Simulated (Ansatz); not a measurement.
Level of theory: DFT PBE, scalar-relativistic, plane waves, PAW in Ansatz 0.2.0. Cutoff 420 eV, Γ-centred 8×8×4 mesh (8-atom cell), Gaussian smearing of 0.10 eV, no spin polarisation.

Formation energies are uncorrected and refer to the elements' standard structures at the same level.

Question: Find a candidate tetragonal metal with formula CsYPt2Se4, with a formation energy near −0.82 eV/atom and a density near 6.87 g/cm³, in a cell of 8 atoms. Its symmetry should be P4/mmm (No. 123).

Answer: CsYPt2Se4, space group P4/mmm (No. 123). Cs is surrounded by 8 Se at 3.85 Å and 8 Pt at 4.15 Å; Y is surrounded by 8 Se at 3.01 Å; Pt is surrounded by 4 Se at 2.50 Å and 4 Cs at 4.15 Å; Se has 2 Pt at 2.50 Å, 2 Y at 3.01 Å, 5 Se at 3.42–3.58 Å and 2 Cs at 3.85 Å.

```
CELL_PARAMETERS angstrom
4.83945 0.00000 0.00000
0.00000 4.83945 0.00000
0.00000 0.00000 9.57658
ATOMIC_POSITIONS crystal
Cs 0.50000 0.50000 0.00000
Y 0.50000 0.50000 0.50000
Pt 0.00000 0.00000 0.75439
Pt 0.00000 0.00000 0.24561
Se 0.50000 0.00000 0.68693
Se 0.00000 0.50000 0.68693
Se 0.50000 0.00000 0.31307
Se 0.00000 0.50000 0.31307
```

| Item | Value |
| --- | --- |
| Volume per atom | 28.04 Å³ |
| Density | 6.87 g/cm³ |
| Formation energy | −0.82 eV/atom |
| Gap on the 8×8×4 mesh of the 8-atom cell | 0 eV (a metal) |

It was reached by relaxing an invented guess, and it needn't be the stable form of this composition. Other answers may fit too; this one was computed.

These runs have no spin–orbit coupling, which can matter for Pt. The reference form of Se is held partly by dispersion forces, which this level lacks. Symmetry constrained the relaxation, so the result can be a saddle point.
